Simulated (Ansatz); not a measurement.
# Notes on TiTl

```xyz
4
Lattice="2.9849 0.0000 0.0000 0.0000 2.9849 0.0000 0.0000 0.0000 9.2035" Properties=species:S:1:pos:R:3 pbc="T T T"
Ti    0.0000    1.4925    5.5957
Ti    1.4925    0.0000    3.6078
Tl    0.0000    1.4925    1.1965
Tl    1.4925    0.0000    8.0070
```

The numbers come from plane-wave PAW DFT (Ansatz): PBE, no spin polarisation, 420 eV, 11×11×4 Γ-centred k points, fermi-dirac occupations (width 0.0984 eV). Nothing was relaxed.

Task: Metal or insulator?

Result: It is a metal, with about 3.7 states/eV a cell as the mean within 0.25 eV of the Fermi level, mostly Ti d (69 %) and Tl p (18 %).

Task: Where is the largest force?

Result: The largest is on Tl3 (and as large on other atoms): 1.10 eV/Å, components (0.00, 0.00, 1.10). It makes 90° with the line to a nearest neighbour, Tl3 at 2.98 Å.

Task: What does the stress say?

Result: The pressure is 5.9 GPa (compression positive), so with the atoms held at these fractions the cell would first expand; the forces are large, so a full relaxation may end otherwise. The principal stresses 2.8, 7.5, 7.5 GPa differ, so its shape would change too.

Task: What is the formation energy?

Result: 0.29 eV an atom against the elements' usual phases (free molecules for gases, crystals otherwise, with no correction for O₂ or N₂), so at this geometry it isn't bound against them. Relaxing would lower it.

Task: What do density and ELF say about some of the short contacts?

Result: Ti–Ti at 2.90 Å: least valence density 0.20 e/Å³ and ELF 0.25 there. Tl–Tl at 2.98 Å: least valence density 0.25 e/Å³ and ELF 0.24 there. Ti–Tl at 3.20 Å: least valence density 0.14 e/Å³ and ELF 0.18 there. These are pseudo-fields; inside the PAW spheres they differ from the all-electron ones.

Task: How is the charge shared?

Result: Bader charges in e: Ti +0.33, Tl -0.32. In the mean Ti gives up most and Tl takes most. There are 2 density maxima away from the nuclei.

Origin: a known structure type with other elements, at an estimated volume, so it need not be a known compound.
